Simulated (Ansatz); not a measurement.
GaAs (zinc blende)

```cif
data_As4Ga4
_chemical_formula_sum 'As4 Ga4'
_space_group_name_H-M_alt 'F-43m'
_space_group_IT_number 216
_space_group_name_Hall 'F -4 2 3'
_cell_length_a 5.74558
_cell_length_b 5.74558
_cell_length_c 5.74558
_cell_angle_alpha 90.000
_cell_angle_beta 90.000
_cell_angle_gamma 90.000
loop_
_atom_site_label
_atom_site_type_symbol
_atom_site_symmetry_multiplicity
_atom_site_Wyckoff_symbol
_atom_site_fract_x
_atom_site_fract_y
_atom_site_fract_z
_atom_site_occupancy
As1 As 4 c 0.25000 0.25000 0.25000 1
Ga1 Ga 4 a 0.00000 0.00000 0.00000 1
```
(The calculation used a cell of 2 atoms; values per cell refer to that cell.)

This relaxed cell (volume V₀) is scaled evenly in all directions, its shape held. Symmetry pins the atoms to their sites.

Method: PBE (plane waves to 420 eV, PAW, scalar-relativistic; Ansatz, a quantum-chemistry and plane-wave program). k mesh 10×10×10 (Γ-centred), Fermi-Dirac smearing 0.05 eV. The energy includes the smearing's −TS. Compression counts positive. GaAs was relaxed with its symmetry unable to fall. The zero of ΔE is the relaxed starting cell.

Problem. Predict the ΔE (kJ/mol of atoms) and P (GPa) at V/V₀ = 0.900, 0.917, 0.950, 0.967, 1.017, 1.033, 1.083, 1.100.

Solution. 
| V/V₀ | ΔE (kJ/mol of atoms) | P (GPa) |
|---|---|---|
| 0.900 | 5.29 | 8.20 |
| 0.917 | 3.55 | 6.48 |
| 0.950 | 1.19 | 3.51 |
| 0.967 | 0.51 | 2.22 |
| 1.017 | 0.11 | -0.95 |
| 1.033 | 0.44 | -1.82 |
| 1.083 | 2.56 | -4.00 |
| 1.100 | 3.58 | -4.60 |

(Under strain, the slope of the energy per volume gives the stress and its curvature an elastic modulus.)
